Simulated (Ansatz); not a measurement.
The start is a relaxed MoS2 cell, doubled along one cell vector, shaken by Gaussian noise of σ = 0.08 Å a coordinate. A full variable-cell relaxation at zero pressure is run with PBE (plane waves to 420 eV, PAW, scalar-relativistic; Ansatz, an electronic-structure program). The first steps use a coarse 4×4×4 k-mesh.

Starting cell:
```
CELL_PARAMETERS angstrom
      5.87179     0.00000     0.00000
      0.00000     5.87179     0.00000
      0.00000     0.00000     6.47125
ATOMIC_POSITIONS crystal
  Mo 0.48463 0.50039 0.25880
  Mo 0.49941 0.51119 0.75496
  Mo 0.02612 0.01627 0.99361
  Mo 0.01051 0.98157 0.48773
  S  0.77620 0.78720 0.23621
  S  0.77672 0.80689 0.72980
  S  0.30125 0.71536 0.99203
  S  0.28095 0.69913 0.51078
  S  0.73464 0.28606 0.01062
  S  0.70151 0.28073 0.48633
  S  0.19405 0.21009 0.27274
  S  0.21340 0.21097 0.75484
```

Question: Which atoms feel the largest initial force, and how large is it?

Answer: About 2.7 eV/Å, on S11 (atoms numbered as listed).

Question: By how much does the energy per atom fall from start to end?

Answer: 0.16 eV/atom.

Question: How does the volume change?

Answer: -7.9 %, from 18.59 to 17.13 Å³/atom.

Question: Is the parent structure recovered?

Answer: It does not go back: it reaches P2₁2₁2 (No. 18), 0.07 eV/atom below the parent.

Final values are on a 9×8×7 k-mesh of the relaxed cell. No spin polarisation in the result.

The relaxed structure here is a generated cell of MoS2: the first start was made by placing the elements on the sites of a structure type, and the end was not matched to a known phase here, so it may be hypothetical. Known forms of MoS2 include space group No. 160, 194.
